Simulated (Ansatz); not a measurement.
Starting cell, AlN (wurtzite):

```
CELL_PARAMETERS angstrom
      3.10670     0.00000     0.00000
     -1.55335     2.69048     0.00000
      0.00000     0.00000     4.97846
ATOMIC_POSITIONS crystal
  Al 0.33333 0.66667 0.99659
  Al 0.66667 0.33333 0.49659
  N  0.33333 0.66667 0.37821
  N  0.66667 0.33333 0.87821
```

In this cell atom 4 (N, nearest neighbour Al at 1.888 Å; its periodic images, 3.1 Å or more away, move with it) is moved by u·(1.000, 0.000, 0.000) + v·(0.000, 0.000, 1.000); the rest is frozen.

All values below come from r2SCAN (plane waves to 500 eV, PAW, scalar-relativistic; Ansatz, an electronic-structure program). k mesh 10×10×6 (Γ-centred), Fermi-Dirac smearing 0.05 eV. Points where atoms come too close for the PAW data are left out (x in tables, blank in figures). Fu and Fv are the components of the force on the atom. AlN was relaxed with its symmetry unable to fall.

Changes of Fv (eV/Å) from the point u = 0.000 Å, v = 0.000 Å when one coordinate moves alone (two changes are said to add if the coupling is within 5 % of the smaller one, nearly so within 20 %):

| point | change |
|---|---|
| u = 0.000 Å, v = -0.310 Å | 11.498 |
| u = -0.310 Å, v = 0.000 Å | -1.769 |
| u = 0.310 Å, v = 0.000 Å | -1.769 |
| u = 0.000 Å, v = 0.310 Å | -3.931 |
| u = 0.000 Å, v = 0.620 Å | -5.322 |

Do the two effects add at u = -0.310 Å, v = 0.620 Å? Give the computed change.

The sum of the single changes is -1.769 + (-5.322) = -7.091; the calculation gives -5.247, so the coupling contributes 1.844 (over 20 % of the smaller single change, not additive).

What is the change at u = 0.310 Å, v = 0.310 Å, where both move, and how far is it from the sum?

The sum of the single changes is -1.769 + (-3.931) = -5.700; the calculation gives -5.161, so the coupling contributes 0.539 (over 20 % of the smaller single change, not additive).

(A displaced cell: forces are minus the slopes of the energy, force constants its curvatures, and phonons follow from these.)
